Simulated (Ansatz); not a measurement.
SnPd in Ansatz, settings compared

Input:

```yaml
crystal:
  lattice:
    - [6.24968138, 0.0, 0.0]
    - [0.0, 6.06179539, 0.0]
    - [0.0, 0.0, 3.82694097]
  atoms:
    - { symbol: Pd, position: [0.182, 0.007, 0.25] }
    - { symbol: Pd, position: [0.818, 0.993, 0.75] }
    - { symbol: Pd, position: [0.682, 0.493, 0.75] }
    - { symbol: Pd, position: [0.318, 0.507, 0.25] }
    - { symbol: Sn, position: [0.59, 0.182, 0.25] }
    - { symbol: Sn, position: [0.41, 0.818, 0.75] }
    - { symbol: Sn, position: [0.09, 0.318, 0.75] }
    - { symbol: Sn, position: [0.91, 0.682, 0.25] }
kpoints:
  mp_grid: { grid: [3, 3, 5], shift: [0, 0, 0] }
magnetization:
  spin_polarized: true
scf:
  occupations: { method: fermi_dirac, width: 0.0833 }
hamiltonian:
  pseudopotentials: { kind: paw }
  xc: r2scan
basis:
  ecutwfc: 500
output:
  forces: true
  stress: true
  eigenvalues: true
```

The command:

```bash
ansatz run input.yaml --threads 1 --pin off --max-ram 2560MiB --backend cpu --events-out ev --progress --plain --runs-dir out
```

Origin of the cell: a database entry, scaled a little.

Output of this run (shortened):

```
SCF iter   1: F=—  HF=-52110.924557 eV  Δρ=8.32e-2  dr2=5.64e1  dr2_τ=3.71e-1  dr2_m=0.00e0  M=0.000 μB ∫|m|=0.000 μB  defer=11
SCF iter   2: F=—  HF=-52102.064798 eV  Δρ=3.32e-2  dr2=9.30e0  dr2_τ=1.21e-1  dr2_m=0.00e0  M=0.000 μB ∫|m|=0.000 μB  defer=40
SCF iter   3: F=—  HF=-52098.100168 eV  Δρ=2.50e-2  dr2=8.20e-1  dr2_τ=5.09e-2  dr2_m=5.73e-1  M=3.811 μB ∫|m|=3.811 μB  defer=49
SCF iter   4: F=—  HF=-52100.811452 eV  Δρ=2.20e-2  dr2=6.31e-1  dr2_τ=3.95e-2  dr2_m=4.20e-1  M=0.447 μB ∫|m|=0.515 μB  defer=96
SCF iter   5: F=—  HF=-52100.975978 eV  Δρ=1.45e-2  dr2=2.47e-1  dr2_τ=5.16e-3  dr2_m=1.94e-1  M=0.294 μB ∫|m|=0.341 μB  defer=88
[… 2 lines left out …]
SCF iter   8: F=—  HF=-52101.266560 eV  Δρ=3.56e-4  dr2=6.55e-4  dr2_τ=6.87e-6  dr2_m=0.00e0  M=0.000 μB ∫|m|=0.000 μB  defer=31
SCF iter   9: F=—  HF=-52101.267342 eV  Δρ=1.02e-4  dr2=5.97e-5  dr2_τ=2.00e-6  dr2_m=0.00e0  M=0.000 μB ∫|m|=0.000 μB  defer=31
SCF iter  10: F=—  HF=-52101.267357 eV  Δρ=3.52e-5  dr2=6.87e-6  dr2_τ=1.38e-7  dr2_m=0.00e0  M=0.000 μB ∫|m|=0.000 μB  defer=31
SCF iter  11: F=—  HF=-52101.267362 eV  Δρ=1.22e-5  dr2=9.63e-7  dr2_τ=7.87e-9  dr2_m=0.00e0  M=0.000 μB ∫|m|=0.000 μB  defer=31
SCF iter  12: F=-52101.267363 eV  HF=-52101.267363 eV  Δρ=2.88e-6  dr2=4.93e-8  dr2_τ=1.02e-9  dr2_m=0.00e0  M=0.000 μB ∫|m|=0.000 μB
SCF 1 converged in 12 iterations: F = -52101.267363 eV  dr2 = 4.93e-8
SCF converged after 12 iterations
Magnetization: 0.0000 μB (64.0000 up, 64.0000 down)
Absolute magnetization: 0.0000 μB (∫|ρ↑−ρ↓|)
Spin contamination: 0.0000 ħ² per cell (⟨S²⟩ above its minimum at these occupations)
Per-site moments (μB) at R_I (Å): [(0.0, 1.073367), (0.0, 1.073367), (0.0, 1.073367), (0.0, 1.073367), (0.0, 1.073367), (0.0, 1.073367), (0.0, 1.073367), (0.0, 1.073367)]
Free energy (F): -52101.267363 eV
Harris-Foulkes:  -52101.267363 eV  (|F-HF|=2.79e-9)
Internal energy: -52101.229987 eV  (E = F + TS)
E sigma→0 (E₀):  -52101.248675 eV
Entropy (-TS):   -0.037375 eV (-4.672 meV/atom)
Fermi energy:    16.931125 eV
--- Per-component energies (eV) ---
  E_band       = -935.230044
  E_kinetic    = 2826.034064
  E_local      = -11083.233652  (includes V_loc(G=0)·N_el)
  E_nonlocal   = 739.793715
  E_hartree    = 5355.263657
  E_xc         = -2146.168498
  E_vxc        = -1360.346895  (∫ρ·V_xc dr)
  E_paw        = -31737.206186  (= ΣΔE_a)
  E_vpaw       = -2864.849067  (= ΣTr[D̂ρ^β])
  E_aug_tail   = 0.000428  (compensation charges beyond the density's cutoff)
  E_vtau       = 96.830541  (kinetic-family band-sum trace: ∫τ·v_τ [+ j·A + Jᵃ·Aᵃ] dr)
  E_ewald      = -16056.846449
  E_core_change = 1.132933  (= ΣΔE_core)
  E_smearing   = -0.037375  (= −TS)
[… 6 lines left out …]
  atom   4  Pd    -0.061160     0.274381     0.000000
  atom   5  Sn     0.100881     0.243947     0.000000
  atom   6  Sn    -0.100881    -0.243947     0.000000
  atom   7  Sn     0.100881    -0.243947     0.000000
  atom   8  Sn    -0.100881     0.243947     0.000000
  max |Σ_I F_I| component: 1.39e-17 eV/Å
--- Stress (GPa, compression-positive) ---
       10.375956       0.000000       0.000000
        0.000000      11.070499       0.000000
        0.000000       0.000000       7.037245
  P = ⅓ Tr σ = 9.4946 GPa (94.946 kbar)
```

The same input was run again with these changes:

1. `hamiltonian.hubbard` default → { sites: [{ species: Pd, l: d, u_eff: 4.0 }], double_counting: fll }; `scf.convergence.dr2_threshold` default → 0.0001
2. `kpoints.mp_grid.grid` [3, 3, 5] → [2, 2, 2]
3. `scf.initial_density.chi_scale` default → 0.1
4. `scf.n_extra_bands` default → 32; `hamiltonian.hubbard` default → { sites: [{ species: Pd, l: d, u_eff: 8.0 }], double_counting: fll }; `scf.occupations.method` fermi_dirac → gaussian; `scf.occupations.width` 0.0833 → 0.01

```tsv
run	end	SCF iterations	P (GPa)	max force component (eV/Å)	moment (μB)	ΔE(σ→0) (meV/atom)
base	converged	12	9.49	0.274	0.00	0
1	converged	10	9.82	0.305	0.00	–
2	converged	11	8.01	0.352	0.00	-71.82
3	converged	12	9.49	0.274	0.00	0.00
4	converged	12	10.83	0.342	0.00	–
```

Energies are compared only where functional, datasets, charge and starting cell are the same.

Not properties of the system: run 1 (too coarse or loose: `scf.convergence.dr2_threshold` = 0.0001), run 2 (too coarse or loose: `kpoints.mp_grid.grid` = [2, 2, 2]).

Caveats of the base run: spin is on but no moment was typed; the k mesh is coarse if the cell is a metal.

Run 1: the SCF threshold is loose for forces.

Time of the base run: 16 s on 1 thread of Intel(R) Xeon(R) 6975P-C (Granite Rapids), on a shared host, peak memory 0.87 GiB, from the program's own first density.
